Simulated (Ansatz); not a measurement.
Ti:
```
Ti
1.0
    2.90139     0.00000     0.00000
   -1.45069     2.51268     0.00000
    0.00000     0.00000     4.58590
Ti
2
Direct
  0.33333   0.66667   0.25000
  0.66667   0.33333   0.75000
```

Relaxed with PBEsol.

### Question
Decompose the optical modes at the zone centre into irreducible representations, and say which are infrared and Raman allowed.

### Answer
Point group 6/mmm: Γ_opt = B1g + E2g. Infrared: none. Raman: E2g.

### Question
Assign frequencies (DFPT, plane-wave PAW PBEsol (Ansatz code)).

### Answer
E2g 119, B1g 204 cm⁻¹.

Subscripts of B labels follow the axes of the standard setting.

Space group P6_3/mmc (hcp (Mg type)). The cell was relaxed with PBEsol under the symmetry of its start; of distortions, only those at the zone centre were tested. The run is not spin-polarised. As this level gives no gap, phonon frequencies hold no LO–TO term and depend on the k-mesh and smearing (Fermi–Dirac, 0.1 eV here).

Potentials: the earlier of the program's two PAW sets.
